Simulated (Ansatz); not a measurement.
An Ansatz input:

```yaml
crystal:
  lattice:
    - [0.0, 2.7482579574, 2.7482579574]
    - [2.7482579574, 0.0, 2.7482579574]
    - [2.7482579574, 2.7482579574, 0.0]
  atoms:
    - { symbol: Mo, position: [0.125, 0.125, 0.125] }
    - { symbol: Mo, position: [0.875, 0.875, 0.875] }
hamiltonian:
  xc: r2scan
  pseudopotentials:
    kind: paw
    azcp:
      Mo: "pseudopotentials/Mo.paw.azcp"
basis:
  ecutwfc: 500
  fft_grid_basis: typed
kpoints:
  mp_grid: { grid: [11, 11, 11], shift: [0, 0, 0] }
magnetization:
  spin_polarized: false
scf:
  occupations: { method: fermi_dirac, width: 0.1 }
  lower_state_search: "off"
output:
  stress: true
```

Output

```
Engine: ansatz 0.2.0, x86_64-unknown-linux-gnu
Pseudopotentials: kind: paw
Pseudopotential: Mo, paw, valence charge 14, recommended cutoff 500 eV (meta_gga) 
Functional definition: r2SCAN
  parameter k0 = 0.174
  parameter k1 = 0.065
  parameter a1 = 4.9479
  exchange = r2scan_x(k0 = k0, k1 = k1, a1 = a1)
  correlation = r2scan_c
Crystal: 2 atoms, lattice volume = 41.515 Å³
Basis set: ecut = 500 eV, 1067 PW (Γ), exchange–correlation on 120×120×120 points (64 copies of the dense FFT grid, shifted against one another)
Bands: 18, of which v1, the nominal top of the filled ones, is band 14 counted from 1 (13 counted from 0)
Symmetry: 48 space group operations
Space group: Fd-3m (ITA 227), of the structure as read, at distance tolerance 3.5e-5 Å
k-points: 56 of 1331
Non-local potential: Mo, projectors of the file, l = 0: 3, l = 1: 2, l = 2: 2, l = 3: 1
PAW form: soft (Blöchl's): semilocal exchange-correlation on the pseudo side does not see the compensation charge
PAW frozen core: Mo, regenerated for the run's functional (the file was generated under x = pbe(κ = 0.804, μ = 0.2195149727645171), c = pbe(β = 0.06672455060314922))
PAW one-centre angular grid: Mo, 590 points (default); XC on 160 Gauss nodes
Initial density: superposition of atomic densities (neutral atoms: chi_scale 0, normalization atom), corrected by the library's trained network
Initial wavefunctions: pseudopotential atomic-orbital guess
Functional: x = r2scan, c = r2scan; τ floored in thin density (d = 2e-4 eV/Å³)
SCF iter   1: F=-9930.424444 eV  HF=-9930.416305 eV  |F-HF|=8.14e-3  |Δ(HF+E_count)|=         —  Δρ=9.41e-3  dr2=1.25e-2  dr2_τ=3.24e-2  ethr=1.77e-3  ⟨swp⟩=5.1  Hψ=4845  notcnv=0
SCF iter   2: F=-9930.425950 eV  HF=-9930.425551 eV  |F-HF|=3.99e-4  |Δ(HF+E_count)|=   9.25e-3  Δρ=5.34e-3  dr2=5.20e-3  dr2_τ=2.51e-4  ethr=4.47e-5  ⟨swp⟩=1.8  Hψ=1817  notcnv=0
SCF iter   3: F=-9930.426417 eV  HF=-9930.426184 eV  |F-HF|=2.33e-4  |Δ(HF+E_count)|=   6.33e-4  Δρ=9.09e-4  dr2=2.78e-4  dr2_τ=9.19e-5  ethr=1.86e-5  ⟨swp⟩=2.5  Hψ=1758  notcnv=0
SCF iter   4: F=-9930.426451 eV  HF=-9930.426443 eV  |F-HF|=7.67e-6  |Δ(HF+E_count)|=   2.59e-4  Δρ=3.05e-4  dr2=6.00e-5  dr2_τ=2.57e-6  ethr=9.93e-7  ⟨swp⟩=2.1  Hψ=1613  notcnv=0
SCF iter   5: F=-9930.426468 eV  HF=-9930.426465 eV  |F-HF|=2.31e-6  |Δ(HF+E_count)|=   2.22e-5  Δρ=6.50e-5  dr2=1.45e-6  dr2_τ=1.56e-7  ethr=2.14e-7  ⟨swp⟩=2.0  Hψ=1378  notcnv=0
SCF iter   6: F=-9930.426468 eV  HF=-9930.426468 eV  |F-HF|=2.74e-7  |Δ(HF+E_count)|=   2.53e-6  Δρ=1.88e-5  dr2=8.69e-8  dr2_τ=1.54e-8  ethr=3.57e-10  ⟨swp⟩=3.1  Hψ=4264  notcnv=0
SCF 1 converged in 6 iterations: F = -9930.426468 eV  dr2 = 8.69e-8
SCF converged after 6 iterations
Free energy (F): -9930.426468 eV
Harris-Foulkes:  -9930.426468 eV  (|F-HF|=2.74e-7)
Internal energy: -9930.351941 eV  (E = F + TS)
E sigma→0 (E₀):  -9930.389205 eV
Entropy (-TS):   -0.074527 eV (-37.263 meV/atom)
Fermi energy:    14.508965 eV
--- Per-component energies (eV) ---
  E_band       = -292.714689
  E_kinetic    = 889.135306
  E_local      = -2404.482975  (includes V_loc(G=0)·N_el)
  E_nonlocal   = 296.571726
  E_hartree    = 849.049666
  E_xc         = -355.309090
  E_vxc        = -510.759529  (∫ρ·V_xc dr)
  E_paw        = -6438.881184  (= ΣΔE_a)
  E_vpaw       = -295.693936  (= ΣTr[D̂ρ^β])
  E_aug_tail   = 0.000009  (compensation charges beyond the density's cutoff)
  E_vtau       = 34.413694  (kinetic-family band-sum trace: ∫τ·v_τ [+ j·A + Jᵃ·Aᵃ] dr)
  E_ewald      = -2765.992990
  E_core_change = -0.442407  (= ΣΔE_core)
  E_smearing   = -0.074527  (= −TS)
  E_closure    = 0.000000  (closes the sum)
  Σ components = -9930.426468   (vs F -9930.426468, Δ=0.00e0)
--- Stress (GPa, compression-positive) ---
       10.937608      -0.000000       0.000000
       -0.000000      10.937608      -0.000000
       -0.000000       0.000000      10.937608
  P = ⅓ Tr σ = 10.9376 GPa (109.376 kbar)
```

Command:

```sh
ansatz run input.yaml --threads 1 --pin off --max-ram 3584MiB --backend cpu --events-out ev --progress --plain --runs-dir out
```

On 1 thread of Intel(R) Xeon(R) Platinum 8259CL CPU @ 2.50GHz (Skylake/Cascade Lake) (shared host) this took about 9.8 s of wall time and 8.1 s of CPU time.
